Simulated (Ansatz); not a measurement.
GeBCN in space group P3m1 (No. 156; B on 1b, Ge on 1c, C on 1b, N on 1c), r²SCAN+D4 in the plane-wave PAW code Ansatz. The conduction-band minimum lies at L, with 3 equivalent valleys. Second derivatives d²E/dk² of the lowest band at one valley (eV·Å²), along Cartesian directions:

```
direction  d²E/dk²
---------  -------
[100]        22.72
[010]        6.630
[001]        8.301
[110]        14.68
[101]        15.51
[011]       0.6506
```

Problem. Find the principal effective masses, the density-of-states mass and the conductivity mass.

Solution. Off-diagonal terms follow from H_xy = H[110] − (H_xx + H_yy)/2, and m*/mₑ = 7.620 eV·Å² over each eigenvalue: 0.34, 0.53, 13. One valley's DOS mass (m₁m₂m₃)^(1/3) = 1.3, conductivity mass 3/(Σ 1/mᵢ) = 0.61 mₑ.

Problem. What effective density of states Nc follows at 300 K for parabolic valleys?

Solution. Nc = 2.509e19 × 3 × (1.3)^(3/2) ≈ 1.1e20 cm⁻³.

The start of the workflow was typed in or built on a structure type; neither database checked (COD, Materials Project) lists it. Whether it is the stable phase at ambient conditions was not checked. The r²SCAN+D4 relaxation kept the symmetry of its start; whether a distortion lowers the energy is not shown. The volume moved by -16 % from the start of the relaxation. Scalar-relativistic: spin–orbit coupling is off unless named, which matters more the heavier the elements.

Potentials: the earlier of the program's two PAW sets. The files were generated under PBE; for other functionals the program regenerates the frozen cores, and for LDA and PBEsol the local potential too.

Edges and masses are those of Kohn–Sham bands, whose gap is no quasiparticle gap.
